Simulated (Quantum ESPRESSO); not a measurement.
# Band energies of LiNbO₃

```
CELL_PARAMETERS angstrom
      2.63472     1.52116     4.63437
     -2.63472     1.52116     4.63437
      0.00000    -3.04231     4.63437
ATOMIC_POSITIONS crystal
  Li 0.75000 0.75000 0.75000
  Li 0.25000 0.25000 0.25000
  O  0.62963 0.87036 0.25000
  O  0.37037 0.12963 0.75000
  O  0.25000 0.62963 0.87037
  O  0.75000 0.37036 0.12963
  O  0.87037 0.25000 0.62963
  O  0.12964 0.75000 0.37036
  Nb 0.00000 0.00000 0.00000
  Nb 0.50000 0.50000 0.50000
```

norm-conserving PBEsol (Quantum ESPRESSO, 84 Ry, no spin-orbit coupling); path ΓLB1,BZΓX,QFP1Z,LP; energies in eV from the valence-band maximum.

```csv
k (1/Å),point,band 30,band 31,band 32,band 33,band 34,band 35,band 36,band 37
0.00,Γ,-0.25,-0.25,-0.19,-0.19,-0.07,2.43,2.43,2.59
0.24,,-0.41,-0.34,-0.29,-0.13,-0.06,2.68,2.74,2.88
0.72,L,-0.49,-0.27,-0.27,-0.22,-0.22,3.92,3.92,3.96
0.91,,-0.67,-0.38,-0.38,-0.20,-0.20,3.61,3.61,3.98
1.29,B1,-1.00,-0.83,-0.83,-0.34,-0.34,3.31,3.31,3.95
1.29,B,-1.00,-0.83,-0.83,-0.34,-0.34,3.31,3.31,3.95
1.71,,-0.78,-0.44,-0.44,-0.30,-0.30,3.72,3.72,4.18
1.92,Z,-0.60,-0.29,-0.29,-0.29,-0.29,3.98,3.98,4.23
2.37,,-0.39,-0.39,-0.36,-0.08,-0.08,2.81,2.81,2.84
2.59,Γ,-0.25,-0.25,-0.19,-0.19,-0.07,2.43,2.43,2.59
2.95,,-0.52,-0.39,-0.37,-0.22,0.00,2.88,2.92,3.22
3.12,,-0.81,-0.48,-0.31,-0.28,-0.05,3.22,3.33,3.77
3.48,X,-1.04,-0.96,-0.55,-0.39,-0.19,2.93,3.52,3.92
3.48,Q,-1.04,-0.96,-0.55,-0.39,-0.19,2.93,3.52,3.92
3.79,F,-1.07,-1.03,-0.42,-0.30,-0.27,2.38,3.42,3.75
3.79,P1,-1.07,-0.86,-0.83,-0.52,-0.20,3.00,3.56,3.96
3.92,,-1.02,-0.75,-0.62,-0.47,-0.22,3.26,3.63,4.05
4.19,,-0.66,-0.38,-0.33,-0.32,-0.27,3.81,3.87,4.16
4.33,Z,-0.60,-0.29,-0.29,-0.29,-0.29,3.98,3.98,4.23
4.33,L,-0.49,-0.27,-0.27,-0.22,-0.22,3.92,3.92,3.96
4.49,,-0.57,-0.40,-0.36,-0.32,-0.21,3.70,3.74,3.95
4.80,P,-1.07,-0.86,-0.83,-0.52,-0.20,3.00,3.56,3.96
```

The PBEsol gap is indirect, 2.38 eV, from 40 % of the way from Γ to X to F; the smallest direct gap is 2.50 eV.

Spin-orbit splittings are left out.

Geometry of the Materials Project entry, not relaxed at this level.

This is not the ordinary phase of the substance.
